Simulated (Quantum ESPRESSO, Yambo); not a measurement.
MgO (rock salt, space group Fm-3m, No. 225): static response along x against the Γ-centred k mesh (Yambo on LDA (pw.x of Quantum ESPRESSO, ONCV potentials, no spin-orbit coupling) bands; 15 bands, 4 Ry block). The smallest direct LDA gap is 5.07 eV.

```tsv
k mesh	ε(0), independent particles	ε(0), RPA with local fields	rough Yambo cost
6×6×6	3.18	3.07	about 1/5
10×10×10	3.17	3.05	about 1/3
14×14×14	3.17	3.05	within a factor of two
18×18×18	3.17	3.05	1
```

The last step changes the RPA value by 0.0 %. Electronic response only; costs are rough.

Geometry relaxed with LDA; primitive cell a = b = c = 2.941 Å, α = β = γ = 60.00°.
